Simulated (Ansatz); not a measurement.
BaGaHO2:
```xyz
5
Lattice="3.9758 0.0000 0.0000 0.0000 3.9758 0.0000 0.0000 0.0000 3.8471" Properties=species:S:1:pos:R:3 pbc="T T T"
Ba     1.9879     1.9879     1.9235
Ga     0.0000     0.0000     0.0000
O      1.9879     0.0000     0.0000
O      0.0000     1.9879     0.0000
H      0.0000     0.0000     1.9235
```

x, y and z are the axes in which the lattice vectors are written.

**Question.** Give the high-frequency dielectric tensor and the Born effective charge tensors of the independent atoms from DFPT, the program Ansatz at the PBEsol level (PAW).

**Answer.** 
ε∞:
```
5.66  0.00  0.00
0.00  5.66  0.00
0.00  0.00  7.93
```
Z* of atom 1 (Ba), rows: field, columns: displacement, in e:
```
2.61  0.00  0.00
0.00  2.61  0.00
0.00  0.00  3.09
```
Z* of atom 2 (Ga), rows: field, columns: displacement, in e:
```
3.64  0.00  0.00
0.00  3.64  0.00
0.00  0.00  3.71
```
Z* of atom 3 (O), rows: field, columns: displacement, in e:
```
-3.44   0.00   0.00
 0.00  -2.04   0.00
 0.00   0.00  -2.35
```
Z* of atom 5 (H), rows: field, columns: displacement, in e:
```
-0.77   0.00   0.00
 0.00  -0.77   0.00
 0.00   0.00  -2.09
```

Space group P4/mmm. The start of the workflow was typed in or built on a structure type; neither database checked (COD, Materials Project) lists it. Whether it is the stable phase at ambient conditions was not checked. The cell was relaxed with PBEsol under the symmetry of its start; phonons show weakly imaginary modes. Spin–orbit coupling is left out wherever it is not named.

Potentials: the earlier of the program's two PAW sets. The files were generated under PBE; for other functionals the program regenerates the frozen cores, and for LDA and PBEsol the local potential too.
